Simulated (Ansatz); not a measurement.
Total density of states per atom from PBEsol (plane waves, PAW; program Ansatz), in 0.25 eV bins, energy from the valence-band maximum:

| E (eV) | states/eV/atom |
|---|---|
| -7.85 | 0.00 |
| -7.60 | 0.00 |
| -7.35 | 0.00 |
| -7.10 | 0.00 |
| -6.85 | 0.00 |
| -6.60 | 0.00 |
| -6.35 | 0.00 |
| -6.10 | 0.00 |
| -5.85 | 0.00 |
| -5.60 | 0.00 |
| -5.35 | 0.00 |
| -5.10 | 0.00 |
| -4.85 | 0.00 |
| -4.60 | 0.00 |
| -4.35 | 0.00 |
| -4.10 | 0.00 |
| -3.85 | 0.00 |
| -3.60 | 0.00 |
| -3.35 | 0.00 |
| -3.10 | 0.00 |
| -2.85 | 0.00 |
| -2.60 | 0.00 |
| -2.35 | 0.00 |
| -2.10 | 0.00 |
| -1.85 | 0.00 |
| -1.60 | 0.00 |
| -1.35 | 0.00 |
| -1.10 | 0.00 |
| -0.85 | 0.17 |
| -0.60 | 2.31 |
| -0.35 | 4.55 |
| -0.10 | 4.97 |
| 0.15 | 0.00 |
| 0.40 | 0.00 |
| 0.65 | 0.00 |
| 0.90 | 0.00 |
| 1.15 | 0.00 |
| 1.40 | 0.00 |
| 1.65 | 0.00 |
| 1.90 | 0.00 |
| 2.15 | 0.00 |
| 2.40 | 0.00 |
| 2.65 | 0.00 |
| 2.90 | 0.00 |
| 3.15 | 0.00 |
| 3.40 | 0.00 |
| 3.65 | 0.00 |
| 3.90 | 0.00 |
| 4.15 | 0.00 |
| 4.40 | 0.00 |
| 4.65 | 0.00 |
| 4.90 | 0.00 |
| 5.15 | 0.00 |
| 5.40 | 0.00 |
| 5.65 | 0.00 |
| 5.90 | 0.00 |
| 6.15 | 0.00 |
| 6.40 | 0.02 |
| 6.65 | 0.04 |
| 6.90 | 0.05 |
| 7.15 | 0.07 |
| 7.40 | 0.08 |
| 7.65 | 0.10 |
| 7.90 | 0.12 |
| 8.15 | 0.18 |
| 8.40 | 0.35 |
| 8.65 | 0.52 |
| 8.90 | 0.71 |
| 9.15 | 1.17 |
| 9.40 | 1.05 |
| 9.65 | 0.66 |
| 9.90 | 1.21 |
| 10.15 | 1.01 |
| 10.40 | 0.49 |
| 10.65 | 0.16 |
| 10.90 | 0.13 |

Problem. Which of these materials gives this?
A. LiBr, rock salt
B. CaSe, rock salt
C. KF, rock salt
D. LiH, rock salt

Solution. C, KF, rock salt. Top 1 eV of the valence band: F 2p 96 %. Bottom 1 eV of the conduction band: K 4s 80 %, F 2s 11 %. Projections are on Löwdin-orthogonalised atomic valence shells; empty p or d shells of many metals are not among them.

Space group Fm-3m (rock salt). The PBEsol relaxation kept the symmetry of its start.

Potentials: the later of the program's two PAW sets.
